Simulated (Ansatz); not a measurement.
A geometry of Ga away from equilibrium: the start of the relaxation of a relaxed Ga cell, doubled along one cell vector, shaken by Gaussian noise of σ = 0.08 Å a coordinate. Calculation: r2SCAN (plane waves to 500 eV, PAW, scalar-relativistic; Ansatz, a program for electronic structure). Γ-centred k-mesh 13×13×8 on the run's cell (coarser than for final values), Fermi–Dirac smearing 0.05 eV.

```xyz
2
Lattice="-1.4054 1.4054 2.2601 1.4054 -1.4054 2.2601 2.8109 2.8109 -4.5202" Properties=species:S:1:pos:R:3:forces:R:3 pbc="T T T" free_energy=-7580.268 pressure_GPa=0.0
Ga     0.1566    -0.0895     0.0152   -0.1058    0.0407   -0.0010
Ga     1.5050     1.3544    -2.1955    0.1058   -0.0407    0.0010
```

Positions in Å, forces in eV/Å, free energy of the cell in eV (comparable only within this code, potentials and settings). Largest force: 0.11 eV/Å, on Ga1, Ga2 (atoms numbered as listed); the geometry lies 0.01 eV/atom above the end of its relaxation.

No spin polarisation in the result.

The run could not lose the symmetry of its start, so the end can be a saddle point.

The end of the path is a generated cell of Ga: the first start was made by placing the elements on the sites of a structure type, and the end was not matched to a known phase here, so it may be hypothetical. Known forms of Ga include space group No. 64.
